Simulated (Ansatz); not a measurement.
A relaxed cell of CuAu3 (Pm-3m (No. 221)), relaxed on a k-mesh at least as fine as the one used below. The numbers are results of PBEsol (plane waves to 420 eV, PAW, scalar-relativistic; Ansatz, a quantum-chemistry and plane-wave program), not measurements. Γ-centred k-mesh 8×8×8 on the run's cell (coarser than for final values), Fermi–Dirac smearing 0.05 eV.

```xyz
4
Lattice="3.9738 0.0000 0.0000 0.0000 3.9738 0.0000 0.0000 0.0000 3.9738" Properties=species:S:1:pos:R:3 pbc="T T T"
Cu     0.0000     0.0000     0.0000
Au     1.9869     1.9869     0.0000
Au     0.0000     1.9869     1.9869
Au     1.9869     0.0000     1.9869
```

The atoms are displaced by (Å):

```
atom      ux      uy      uz
----  ------  ------  ------
Cu1    0.461  -0.052  -0.216
Au2   -0.355  -0.323  -0.015
Au3    0.402  -0.346   0.211
Au4    0.074  -0.218  -0.025
```

Q: What forces (eV/Å) and pressure result?

A: 
| atom | Fx | Fy | Fz |
|---|---|---|---|
| Cu1 | -5.47 | -6.98 | 1.90 |
| Au2 | 12.62 | 6.04 | 9.78 |
| Au3 | -11.05 | 2.94 | -10.31 |
| Au4 | 3.90 | -2.00 | -1.37 |

Pressure +54.2 GPa.

Q: Estimate the energy cost of the displacement in the harmonic approximation and compare with the calculation.

A: For a harmonic well ΔE = −½ Σ F·u = 8.010 eV a cell, or 2002 meV/atom. The calculated energy relative to the undisplaced cell is +1.39 eV/atom, so anharmonic terms matter at this amplitude.

No spin polarisation in the result.

The run that gave the undisplaced cell could not lose the symmetry of its start; a randomly shaken copy of 4 atoms returns to this structure.
